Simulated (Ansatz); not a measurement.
All numbers below come from Ansatz, DFT PBE, scalar-relativistic, plane waves, PAW. Settings: cutoff 420 eV, Γ-centred meshes spaced at most about 0.3 Å⁻¹ (2π included), Gaussian smearing. No spin polarisation in the final relaxations.

Temperature and zero-point effects are left out. All come from trial cells, and lower structures may exist.

Problem. Order these relaxed structures of SrInCl3 by energy, lowest first, with the energy over the lowest of them.
A.

```cif
data_structure
_symmetry_space_group_name_H-M 'C2'
_symmetry_Int_Tables_number 5
_cell_length_a 10.2107
_cell_length_b 11.1035
_cell_length_c 7.5471
_cell_angle_alpha 90.000
_cell_angle_beta 126.743
_cell_angle_gamma 90.000
_cell_volume 685.66
loop_
_atom_site_label
_atom_site_type_symbol
_atom_site_symmetry_multiplicity
_atom_site_Wyckoff_symbol
_atom_site_fract_x
_atom_site_fract_y
_atom_site_fract_z
_atom_site_occupancy
Sr1 Sr 4 c 0.74701 0.04957 0.43852 1
In1 In 4 c 0.29966 0.29947 0.05781 1
Cl1 Cl 4 c 0.90585 0.06455 0.20854 1
Cl2 Cl 4 c 0.79653 0.81077 0.64646 1
Cl3 Cl 2 a 0.50000 0.95039 0.00000 1
Cl4 Cl 2 b 0.50000 0.09935 0.50000 1
```

B.

```cif
data_structure
_symmetry_space_group_name_H-M 'R-3c:H'
_symmetry_Int_Tables_number 167
_cell_length_a 8.2220
_cell_length_b 8.2220
_cell_length_c 18.2523
_cell_angle_alpha 90.000
_cell_angle_beta 90.000
_cell_angle_gamma 120.000
_cell_volume 1068.58
loop_
_atom_site_label
_atom_site_type_symbol
_atom_site_symmetry_multiplicity
_atom_site_Wyckoff_symbol
_atom_site_fract_x
_atom_site_fract_y
_atom_site_fract_z
_atom_site_occupancy
Sr1 Sr 6 a 0.33333 0.66667 0.41667 1
In1 In 6 b 0.33333 0.66667 0.16667 1
Cl1 Cl 18 e 0.66187 0.66187 0.25000 1
```

Solution. A (0 meV/atom), B (142 meV/atom). Forms: A C2; B R-3c. Counting Cl atoms around In and Sr (those within 1.25 times the shortest such distance or 1.15 times the sum of covalent radii, 1.27 where that leaves under three; the shortest distance is added where it exceeds 1.18 times the sum of covalent radii): A has Sr 6, In 6 from 3.1 Å; B has Sr 3, In 6 from 3.1 Å.

Cells relaxed within their symmetry can be saddle points. The C2 cell of SrInCl3 came from shaking the R-3c one. Some types were kept out of the candidates beforehand, so the set may lack a known form.
